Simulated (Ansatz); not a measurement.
Rh (hcp (Mg type), space group No. 194), a = b = 2.703 Å, c = 4.351 Å, α = β = 90.00°, γ = 120.00°.

Relaxed with r²SCAN.

Problem. Which orbitals make up the states near the Fermi level in DFT-r²SCAN in the program Ansatz with PAW potentials?

Solution. Within 0.5 eV of the Fermi level: Rh 4d 97 %. Projections are on Löwdin-orthogonalised atomic valence shells; empty p or d shells of many metals are not among them.

Problem. Tabulate the density of states.

Solution. States/eV per cell of 2 atoms, in 0.25 eV bins, energy from the Fermi level.

```tsv
E (eV)	total	Rh 4d	Rh 5s	Rh 4p
-7.85	0.08	0.00	0.07	0.00
-7.60	0.11	0.00	0.10	0.00
-7.35	0.14	0.00	0.13	0.00
-7.10	0.17	0.01	0.15	0.00
-6.85	0.20	0.01	0.18	0.00
-6.60	0.28	0.05	0.22	0.01
-6.35	1.20	0.85	0.33	0.01
-6.10	2.59	2.00	0.56	0.02
-5.85	3.09	2.55	0.51	0.02
-5.60	3.69	3.19	0.47	0.02
-5.35	2.67	2.34	0.30	0.02
-5.10	2.36	2.12	0.21	0.02
-4.85	3.25	2.98	0.23	0.02
-4.60	2.62	2.42	0.16	0.02
-4.35	2.88	2.71	0.12	0.02
-4.10	3.08	2.86	0.16	0.02
-3.85	1.84	1.69	0.11	0.01
-3.60	2.56	2.43	0.09	0.01
-3.35	4.01	3.79	0.17	0.02
-3.10	3.13	2.96	0.12	0.01
-2.85	3.68	3.47	0.16	0.01
-2.60	3.40	3.20	0.14	0.01
-2.35	3.70	3.45	0.17	0.01
-2.10	3.31	3.08	0.16	0.01
-1.85	2.47	2.29	0.12	0.01
-1.60	2.24	2.07	0.11	0.01
-1.35	2.13	1.98	0.10	0.01
-1.10	2.05	1.92	0.08	0.00
-0.85	1.98	1.87	0.07	0.00
-0.60	2.05	1.96	0.06	0.00
-0.35	2.33	2.24	0.06	0.00
-0.10	2.95	2.85	0.07	0.00
0.15	3.85	3.74	0.09	0.00
0.40	4.73	4.60	0.10	0.00
0.65	2.77	2.63	0.13	0.00
0.90	0.47	0.31	0.14	0.00
1.15	0.45	0.27	0.16	0.00
1.40	0.45	0.24	0.17	0.00
1.65	0.45	0.22	0.19	0.00
1.90	0.47	0.20	0.20	0.00
2.15	0.48	0.19	0.21	0.00
2.40	0.48	0.17	0.22	0.00
2.65	0.49	0.16	0.22	0.00
2.90	0.49	0.15	0.23	0.00
3.15	0.48	0.13	0.22	0.00
3.40	0.46	0.11	0.21	0.00
3.65	0.44	0.10	0.21	0.00
3.90	0.43	0.09	0.20	0.00
4.15	0.42	0.08	0.19	0.00
4.40	0.42	0.07	0.18	0.00
4.65	0.41	0.06	0.17	0.00
```

Space group P6_3/mmc (hcp (Mg type)). The workflow started from a Materials Project entry (that database holds measured and hypothetical structures alike); the Crystallography Open Database copy checked does not list it. It is not the phase usual at ambient conditions (space group No. 225). The r²SCAN relaxation kept the symmetry of its start; whether a distortion lowers the energy is not shown. No spin polarisation was allowed. Axis ratios of metals converge slowly with the k-mesh, so a and c are less sure than the volume. Spin–orbit coupling is left out wherever it is not named.

Potentials: the later of the program's two PAW sets.
